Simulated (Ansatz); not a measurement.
**AuCu3-type EuZn3**

Method: PBEsol, scalar-relativistic; collinear spin; PAW, 420 eV, Γ-centred 8×8×8 mesh, 0.05 eV Gaussian smearing; code Ansatz. The datasets are Ansatz's generated set soft_2.

```
CELL_PARAMETERS angstrom
4.30078 0.00000 0.00000
0.00000 4.30078 0.00000
0.00000 0.00000 4.30078
ATOMIC_POSITIONS crystal
Eu 0.00000 0.00000 0.00000
Zn 0.00000 0.50000 0.50000
Zn 0.50000 0.50000 0.00000
Zn 0.50000 0.00000 0.50000
```

The cell came from substitution into a structure type; whether the compound takes it is for experiment to say.

Magnetic state: ferromagnetic, site spin moments Eu 6.74; Zn 0.09 μB.

The cell above was scaled in volume, its shape and atoms being fixed by the lattice's symmetry. Energies are counted from the cell above.

```tsv
V (Å³/atom)	ΔE (meV/atom)	P from the stress (GPa)
19.092	5.65	2.31
19.490	1.42	1.11
19.888	0.00	0.04
20.285	1.09	-0.91
20.683	4.40	-1.76
```

Problem. Do the energies and the pressures agree? Compare −ΔE/ΔV between neighbouring points (1 meV/Å³ = 0.1602 GPa) with the mean of their pressures.

Solution. 
| interval (Å³/atom) | −ΔE/ΔV (GPa) | mean P (GPa) |
| --- | --- | --- |
| 19.09 to 19.49 | 1.7 | 1.7 |
| 19.49 to 19.89 | 0.6 | 0.6 |
| 19.89 to 20.29 | -0.4 | -0.4 |
| 20.29 to 20.68 | -1.3 | -1.3 |
They differ by 0.01 GPa at most.

Problem. What do the two routes give for V0, B0 and B0′?

Solution. A third-order Birch–Murnaghan fit of the energies: V0 = 19.91 Å³/atom, B0 = 50 GPa, B0′ = 4.9. A polynomial of P in ln V, with B = −dP/d ln V at P = 0: V0 = 19.90 Å³/atom, B0 = 50 GPa, B0′ = 4.9.

B0·V0 = 50.1 GPa × 19.91 Å³ = 6.23 eV/atom sets the scale: near the minimum ΔE ≈ ½ B0 V0 x², with x = V/V0 − 1, and a pressure of 0.5 GPa squeezes the volume by about 1 %. At the ends of the curve: x = −4.1 % predicts 5.2 meV/atom and the run gives 5.7; x = +3.9 % predicts 4.7 meV/atom and the run gives 4.4. The curve is steeper than the parabola on the compressed side and flatter on the expanded side: the bulk modulus rises with pressure.

Without a U the 4f levels of Eu lie too near the Fermi level, so their share of the states there, and what hangs on it, is overstated. Scalar-relativistic only: spin–orbit splittings of the heavy atoms' levels are missing. Site moments are of spin, integrated over atomic spheres. No antiparallel order was tried. The run is a metal.
